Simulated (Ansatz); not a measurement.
Input, command and steps of an Ansatz relaxation.

```yaml
crystal:
  lattice:
    - [4.6404142086, 0.0, 0.0]
    - [-2.3202071043, 4.0187165888, 0.0]
    - [0.0, 0.0, 15.1113565062]
  atoms:
    - { symbol: Ti, position: [0.0, 0.0, 0.9083245978] }
    - { symbol: Ti, position: [0.0, 0.0, 0.0916754022] }
    - { symbol: Ti, position: [0.0, 0.0, 0.4083245978] }
    - { symbol: Ti, position: [0.0, 0.0, 0.5916754022] }
    - { symbol: Ti, position: [0.6666666667, 0.3333333333, 0.1558956668] }
    - { symbol: Ti, position: [0.3333333333, 0.6666666667, 0.8441043332] }
    - { symbol: Ti, position: [0.3333333333, 0.6666666667, 0.6558956668] }
    - { symbol: Ti, position: [0.6666666667, 0.3333333333, 0.3441043332] }
    - { symbol: Co, position: [0.6666666667, 0.3333333333, 0.8735264015], spin: 0.38 }
    - { symbol: Co, position: [0.3333333333, 0.6666666667, 0.1264735985], spin: 0.38 }
    - { symbol: Co, position: [0.3333333333, 0.6666666667, 0.3735264015], spin: 0.38 }
    - { symbol: Co, position: [0.6666666667, 0.3333333333, 0.6264735985], spin: 0.38 }
    - { symbol: Co, position: [0.5, 0.0, 0.0], spin: 0.26 }
    - { symbol: Co, position: [0.0, 0.5, 0.0], spin: 0.26 }
    - { symbol: Co, position: [0.5, 0.5, 0.0], spin: 0.26 }
    - { symbol: Co, position: [0.5, 0.0, 0.5], spin: 0.26 }
    - { symbol: Co, position: [0.0, 0.5, 0.5], spin: 0.26 }
    - { symbol: Co, position: [0.5, 0.5, 0.5], spin: 0.26 }
    - { symbol: Co, position: [0.8368982841, 0.6737965681, 0.75], spin: 0.37 }
    - { symbol: Co, position: [0.3262034319, 0.1631017159, 0.75], spin: 0.37 }
    - { symbol: Co, position: [0.8368982841, 0.1631017159, 0.75], spin: 0.37 }
    - { symbol: Co, position: [0.1631017159, 0.3262034319, 0.25], spin: 0.37 }
    - { symbol: Co, position: [0.6737965681, 0.8368982841, 0.25], spin: 0.37 }
    - { symbol: Co, position: [0.1631017159, 0.8368982841, 0.25], spin: 0.37 }
basis:
  ecutwfc: 420
kpoints:
  mp_grid: { grid: [12, 12, 4] }
hamiltonian:
  xc: pbesol
scf:
  occupations: { method: gaussian, width: 0.1 }
output:
  forces: true
  stress: true
  eigenvalues: true
  populations: true
magnetization:
  spin_polarized: true
relax:
  adjacent_minimum: "off"
  f_tol: 0.005
  max_steps: 80
  cell: { stress_tol: 0.05 }
```

```bash
ansatz run input.yaml --threads 4 --pin off --max-ram 10240MiB --backend cpu --events-out ev --progress --plain --runs-dir out
```

All numbers below come from DFT PBEsol, scalar-relativistic, plane waves, PAW in Ansatz.

Of 4 frames 3 are shown, positions in Å and forces in eV/Å; the SCF threshold varies from step to step. Steps run on the plane waves of an earlier cell, with a Pulay correction in the pressure. The basis is chosen afresh for the last frame, the zero of the energies, and at times for earlier ones too; energy and pressure can step there, also at an unchanged geometry. Where two frames share a geometry here, they differ by under 2 meV/atom and 0.3 GPa.

```xyz
24
Lattice="4.6404 0.0000 0.0000 -2.3202 4.0187 0.0000 0.0000 0.0000 15.1114" Properties=species:S:1:pos:R:3:forces:R:3 pbc="T T T" step=1 free_energy_over_end_meV_per_atom=0.01 pressure_GPa=-0.03
Ti    0.0000    0.0000   13.7260    0.0000    0.0000    0.0098
Ti    0.0000    0.0000    1.3853    0.0000    0.0000   -0.0098
Ti    0.0000    0.0000    6.1703    0.0000    0.0000    0.0098
Ti    0.0000    0.0000    8.9410    0.0000    0.0000   -0.0098
Ti    2.3202    1.3396    2.3558    0.0000    0.0000   -0.0148
Ti    0.0000    2.6791   12.7556    0.0000    0.0000    0.0148
Ti    0.0000    2.6791    9.9115    0.0000    0.0000   -0.0148
Ti    2.3202    1.3396    5.1999    0.0000    0.0000    0.0148
Co    2.3202    1.3396   13.2002    0.0000    0.0000    0.0383
Co    0.0000    2.6791    1.9112    0.0000    0.0000   -0.0383
Co    0.0000    2.6791    5.6445    0.0000    0.0000    0.0383
Co    2.3202    1.3396    9.4669    0.0000    0.0000   -0.0383
Co    2.3202    0.0000    0.0000    0.0000    0.0000    0.0000
Co   -1.1601    2.0094    0.0000    0.0000    0.0000    0.0000
Co    1.1601    2.0094    0.0000    0.0000    0.0000    0.0000
Co    2.3202    0.0000    7.5557    0.0000    0.0000    0.0000
Co   -1.1601    2.0094    7.5557    0.0000    0.0000    0.0000
Co    1.1601    2.0094    7.5557    0.0000    0.0000    0.0000
Co    2.3202    2.7078   11.3335    0.0000   -0.0142    0.0000
Co    1.1353    0.6555   11.3335    0.0123    0.0071    0.0000
Co    3.5051    0.6555   11.3335   -0.0123    0.0071    0.0000
Co    0.0000    1.3109    3.7778    0.0000    0.0142    0.0000
Co    1.1849    3.3633    3.7778   -0.0123   -0.0071    0.0000
Co   -1.1849    3.3633    3.7778    0.0123   -0.0071    0.0000
24
Lattice="4.6407 0.0000 0.0000 -2.3204 4.0190 0.0000 0.0000 0.0000 15.1080" Properties=species:S:1:pos:R:3:forces:R:3 pbc="T T T" step=2 free_energy_over_end_meV_per_atom=0.00 pressure_GPa=-0.01
Ti    0.0000    0.0000   13.7238    0.0000    0.0000   -0.0010
Ti    0.0000    0.0000    1.3842    0.0000    0.0000    0.0010
Ti    0.0000    0.0000    6.1698    0.0000    0.0000   -0.0010
Ti    0.0000    0.0000    8.9382    0.0000    0.0000    0.0010
Ti    2.3204    1.3397    2.3541    0.0000    0.0000   -0.0037
Ti    0.0000    2.6793   12.7539    0.0000    0.0000    0.0037
Ti    0.0000    2.6793    9.9080    0.0000    0.0000   -0.0037
Ti    2.3204    1.3397    5.1999    0.0000    0.0000    0.0037
Co    2.3204    1.3397   13.1980    0.0000    0.0000    0.0183
Co    0.0000    2.6793    1.9099    0.0000    0.0000   -0.0183
Co    0.0000    2.6793    5.6441    0.0000    0.0000    0.0183
Co    2.3204    1.3397    9.4639    0.0000    0.0000   -0.0183
Co    2.3204    0.0000    0.0000    0.0000    0.0000    0.0000
Co   -1.1602    2.0095    0.0000    0.0000    0.0000    0.0000
Co    1.1602    2.0095    0.0000    0.0000    0.0000    0.0000
Co    2.3204    0.0000    7.5540    0.0000    0.0000    0.0000
Co   -1.1602    2.0095    7.5540    0.0000    0.0000    0.0000
Co    1.1602    2.0095    7.5540    0.0000    0.0000    0.0000
Co    2.3204    2.7078   11.3310    0.0000   -0.0078    0.0000
Co    1.1355    0.6556   11.3310    0.0068    0.0039    0.0000
Co    3.5052    0.6556   11.3310   -0.0068    0.0039    0.0000
Co    0.0000    1.3112    3.7770    0.0000    0.0078    0.0000
Co    1.1848    3.3634    3.7770   -0.0068   -0.0039    0.0000
Co   -1.1848    3.3634    3.7770    0.0068   -0.0039    0.0000
24
Lattice="4.6411 0.0000 0.0000 -2.3205 4.0193 0.0000 0.0000 0.0000 15.1054" Properties=species:S:1:pos:R:3:forces:R:3 pbc="T T T" step=4 free_energy_over_end_meV_per_atom=0.00 pressure_GPa=0.00
Ti    0.0000    0.0000   13.7213    0.0000    0.0000   -0.0019
Ti    0.0000    0.0000    1.3841    0.0000    0.0000    0.0019
Ti    0.0000    0.0000    6.1686    0.0000    0.0000   -0.0019
Ti    0.0000    0.0000    8.9367    0.0000    0.0000    0.0019
Ti    2.3205    1.3398    2.3532    0.0000    0.0000    0.0009
Ti    0.0000    2.6795   12.7522    0.0000    0.0000   -0.0009
Ti    0.0000    2.6795    9.9059    0.0000    0.0000    0.0009
Ti    2.3205    1.3398    5.1995    0.0000    0.0000   -0.0009
Co    2.3205    1.3398   13.1965    0.0000    0.0000    0.0021
Co    0.0000    2.6795    1.9088    0.0000    0.0000   -0.0021
Co    0.0000    2.6795    5.6438    0.0000    0.0000    0.0021
Co    2.3205    1.3398    9.4615    0.0000    0.0000   -0.0021
Co    2.3205    0.0000    0.0000    0.0000    0.0000    0.0000
Co   -1.1603    2.0096    0.0000    0.0000    0.0000    0.0000
Co    1.1603    2.0096    0.0000    0.0000    0.0000    0.0000
Co    2.3205    0.0000    7.5527    0.0000    0.0000    0.0000
Co   -1.1603    2.0096    7.5527    0.0000    0.0000    0.0000
Co    1.1603    2.0096    7.5527    0.0000    0.0000    0.0000
Co    2.3205    2.7077   11.3290    0.0000   -0.0018    0.0000
Co    1.1359    0.6558   11.3290    0.0016    0.0009    0.0000
Co    3.5052    0.6558   11.3290   -0.0016    0.0009    0.0000
Co    0.0000    1.3116    3.7763    0.0000    0.0018    0.0000
Co    1.1847    3.3635    3.7763   -0.0016   -0.0009    0.0000
Co   -1.1847    3.3635    3.7763    0.0016   -0.0009    0.0000
```

It took 14 min on 4 threads of Intel(R) Xeon(R) Platinum 8375C CPU @ 2.90GHz (Ice Lake), on a shared host, peak memory 5.4 GiB.